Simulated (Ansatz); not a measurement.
Ba₃Cd₂As₄ squeezed and stretched

A database entry relaxed whole under r2SCAN (C2/m):

```yaml
crystal:
  lattice:
    - [8.59255, -2.31383, -0.00361]
    - [8.59255, 2.31383, -0.00361]
    - [-2.79137, 0.00000, 6.79703]
  atoms:
    - { symbol: Ba, position: [0.14225, 0.14225, 0.57793] }
    - { symbol: Ba, position: [0.85775, 0.85775, 0.42207] }
    - { symbol: Ba, position: [0.00000, 0.00000, 0.00000] }
    - { symbol: Cd, position: [0.33076, 0.33076, 0.02968] }
    - { symbol: Cd, position: [0.66924, 0.66924, 0.97032] }
    - { symbol: As, position: [0.20715, 0.20715, 0.18975] }
    - { symbol: As, position: [0.79285, 0.79285, 0.81025] }
    - { symbol: As, position: [0.49409, 0.49409, 0.32627] }
    - { symbol: As, position: [0.50591, 0.50591, 0.67373] }
```

The cell was scaled uniformly, its shape held, and the atoms relaxed at each volume with plane-wave PAW DFT (Ansatz 0.2.0; r2SCAN, 500 eV, 6×6×4 Γ-centred mesh, fermi-dirac occupations of width 0.100 eV; no spin, no spin-orbit coupling). One row is withheld.

```csv
volume (Å³/atom),energy over the lowest (meV/atom),pressure (GPa)
28.224,16.1,3.08
28.824,6.8,1.92
29.425,1.6,0.89
30.025,0.0,-0.03
30.626,?,?
31.226,6.3,-1.59
31.827,13.6,-2.24
```

Problem. Fit the pressures of the other rows to the third-order Birch-Murnaghan form.

Solution. With f = [(V₀/V)^(2/3) − 1]/2 and P = 3B₀f(1 + 2f)^(5/2)[1 + 3(B₀′ − 4)f/2], least squares gives V₀ = 30.00 Å³ an atom, B₀ = 43.6 GPa and B₀′ = 4.7; the rows miss the fit by less than 0.01 GPa. The slope of the energies differs from these pressures by less than 0.05 GPa.

Problem. What does the withheld row hold?

Solution. The fit gives -0.85 GPa at 30.626 Å³; the run gave -0.86 GPa and 1.7 meV an atom.

Caveats: the shape of the cell was held, so B₀ is an upper bound where the axes differ in stiffness; 0 K, fixed nuclei; the symmetry was kept, and this need not be the phase that is stable at 0 K; one mesh for all volumes; pressure is positive in compression.
